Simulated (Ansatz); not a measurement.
TaGe:
```
TaGe
1.0
    5.61542     0.00000     0.00000
   -2.80771     4.86310     0.00000
    0.00000     0.00000     4.39857
Ta Ge
3 3
Direct
  0.50000   0.00000   0.00000
  0.50000   0.50000   0.00000
  0.00000   0.50000   0.00000
  0.00000   0.00000   0.00000
  0.33333   0.66667   0.50000
  0.66667   0.33333   0.50000
```

Relaxed with PBE. Special points in fractions of this cell's reciprocal vectors: Γ (0.000, 0.000, 0.000); M (0.500, 0.000, 0.000); K (0.333, 0.333, 0.000); A (0.000, 0.000, 0.500); L (0.500, 0.000, 0.500); H (0.333, 0.333, 0.500).

List the band energies nearest the Fermi level at these points for PBE (plane waves, PAW; program Ansatz).

In eV from the Fermi level; about four levels below and three above (degenerate sets whole), none deeper than 8.9 eV; points with the same levels are listed once.

```csv
k,below,above
Γ,-1.79 -1.79 -1.74 -0.78 -0.78,1.94 2.69 2.78 2.78
M,-1.95 -1.54 -1.19 -0.48,0.41 0.45 1.07
K,-1.59 -1.43 -0.25 -0.25,0.91 0.91 2.27
A,-0.98 -0.81 -0.81 -0.34,1.18 1.18 2.72 2.72
L,-1.13 -0.68 -0.61 -0.07,0.13 0.39 0.73
H,-2.83 -2.83 -2.01 -2.01 -1.12,0.03 0.03 0.39
```

Space group P6/mmm. A made-up cell: these elements were put on the sites of a structure type; neither database checked (COD, Materials Project) lists it. Whether it is the stable phase at ambient conditions was not checked. Symmetry was held in the PBE relaxation; its stability against distortions is not shown here. The run is not spin-polarised. Scalar-relativistic: spin–orbit coupling is off unless named, which matters more the heavier the elements.

Potentials: the later of the program's two PAW sets.
